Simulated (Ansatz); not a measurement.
HfTc (CsCl type, Pm-3m) under volume change, DFT-PBEsol in the program Ansatz with PAW potentials, scaled uniformly.

| V (Å³/atom) | E − E(relaxed) (meV/atom) | P (GPa) |
|---|---|---|
| 15.287 | 100.8 | 23.14 |
| 15.791 | … | … |
| 16.295 | 10.1 | 6.56 |
| 16.799 | 0.0 | 0.00 |
| 17.303 | 9.1 | -5.62 |
| 17.807 | 34.5 | -10.45 |
| 18.311 | … | … |

Task: What belongs in the gaps?

Result: 
- 18.311, E − E(relaxed) (meV/atom): 74.1
- 18.311, P (GPa): -14.62
- 15.791, E − E(relaxed) (meV/atom): 42.4
- 15.791, P (GPa): 14.22

Task: What does a third-order Birch–Murnaghan fit give for V₀, B₀ and B′?

Result: V₀ = 16.80 Å³/atom, B₀ = 202 GPa, B′ = 4.1.

The workflow started from an entry of the Crystallography Open Database (COD). Whether it is the stable phase at ambient conditions was not checked. The PBEsol relaxation kept the symmetry of its start; of distortions, only those at the zone centre were tested. The run is not spin-polarised. Scalar-relativistic: spin–orbit coupling is off unless named, which matters more the heavier the elements.

Potentials: the later of the program's two PAW sets.
